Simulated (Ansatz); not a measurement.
Relaxation of a generated trial cell of Au in the beta-Sn structure type; 2 atoms in the cell, which starts as I4₁/amd, origin choice 1 (No. 141), tI4; a = b = 5.0749 Å, c = 2.7689 Å, α = β = γ = 90.00°. Computed with PBEsol (plane waves to 420 eV, PAW, scalar-relativistic; Ansatz, an electronic-structure program). Γ-centred k-mesh 13×13×13 on the run's cell (coarser than for final values), Fermi–Dirac smearing 0.05 eV. This is the first round of the run. 

The optimiser's lines from the output (shortened; P is positive under compression):

```
relax step   1: F+E_penalty+E_count = -26017.19482132 eV  Δ(F+E_penalty+E_count) = +0.000e0 eV  max|allowed force component| = 6.939e-18 eV/Å  Δτ_max = 0.0000 Å  P = +7.403 GPa  Ω = 35.657 Å³  (7 SCF iters, dr2 threshold 1.00e-7 eV, accepted)
relax step   2: F+E_penalty+E_count = -26017.27314113 eV  Δ(F+E_penalty+E_count) = -7.832e-2 eV  max|allowed force component| = 1.388e-17 eV/Å  Δτ_max = 0.0000 Å  P = -4.552 GPa  Ω = 38.512 Å³  (6 SCF iters, dr2 threshold 2.00e-7 eV, accepted)
relax step   3: F+E_penalty+E_count = -26017.29111783 eV  Δ(F+E_penalty+E_count) = -1.798e-2 eV  max|allowed force component| = 0.000e0 eV/Å  Δτ_max = 0.0000 Å  P = -1.365 GPa  Ω = 37.560 Å³  (5 SCF iters, dr2 threshold 2.00e-7 eV, accepted)
relax step   4: F+E_penalty+E_count = -26017.29281316 eV  Δ(F+E_penalty+E_count) = -1.695e-3 eV  max|allowed force component| = 1.041e-17 eV/Å  Δτ_max = 0.0000 Å  P = +0.125 GPa  Ω = 37.176 Å³  (4 SCF iters, dr2 threshold 2.00e-7 eV, accepted)
relax step   5: F+E_penalty+E_count = -26017.29281563 eV  Δ(F+E_penalty+E_count) = -2.462e-6 eV  max|allowed force component| = 0.000e0 eV/Å  Δτ_max = 0.0000 Å  P = +0.001 GPa  Ω = 37.208 Å³  (3 SCF iters, dr2 threshold 4.72e-8 eV, accepted)
relax step   6: F+E_penalty+E_count = -26017.29320296 eV  Δ(F+E_penalty+E_count) = -3.873e-4 eV  max|allowed force component| = 6.939e-18 eV/Å  Δτ_max = 0.0000 Å  P = -0.014 GPa  Ω = 37.208 Å³  stress off target by 2.03e-2 GPa  SCF on the basis re-selected at this cell (its energy is not comparable with the rows above)  (7 SCF iters)
relax step   7: F+E_penalty+E_count = -26017.29320442 eV  Δ(F+E_penalty+E_count) = -1.467e-6 eV  max|allowed force component| = 2.082e-17 eV/Å  Δτ_max = 0.0000 Å  P = -0.000 GPa  Ω = 37.204 Å³  (3 SCF iters, dr2 threshold 1.03e-9 eV, accepted)
relax step   8: F+E_penalty+E_count = -26017.29320317 eV  Δ(F+E_penalty+E_count) = +1.250e-6 eV  max|allowed force component| = 1.735e-17 eV/Å  Δτ_max = 0.0000 Å  P = +0.000 GPa  Ω = 37.204 Å³  stress off target by 1.00e-3 GPa  SCF on the basis re-selected at this cell (its energy is not comparable with the rows above)  (5 SCF iters)
```

From the first to the last row the energy changes by -0.05 eV/atom and the volume by +4.3 %. The last row is marked as not comparable with the walk above it, whose basis was carried along; it does compare with step 1, since both stand on a basis selected at the nominal cutoff for their own cell.

Later rounds, restarted from the end of this one on a renewed k-mesh, logged 5 more steps and released under 0.01 eV/atom more. The final structure after all rounds: I4₁/amd, origin choice 1 (No. 141), tI4, AFLOW prototype A_tI4_141_a (A5, as in Sn); a = b = 5.248 Å, c = 2.703 Å, α = β = γ = 90.00°. Between re-selections the logged energies stand on a plane-wave basis carried along with the cell. No spin polarisation in the result.

The run could not lose the symmetry of its start: the end is stationary, and may be a saddle point rather than a minimum.

All atoms sit on sites fixed by symmetry, so only the cell could relax.

The relaxed structure here is a generated cell of Au: the first start was made by placing the elements on the sites of a structure type, and the end was not matched to a known phase here, so it may be hypothetical. Known forms of Au include space group No. 225.
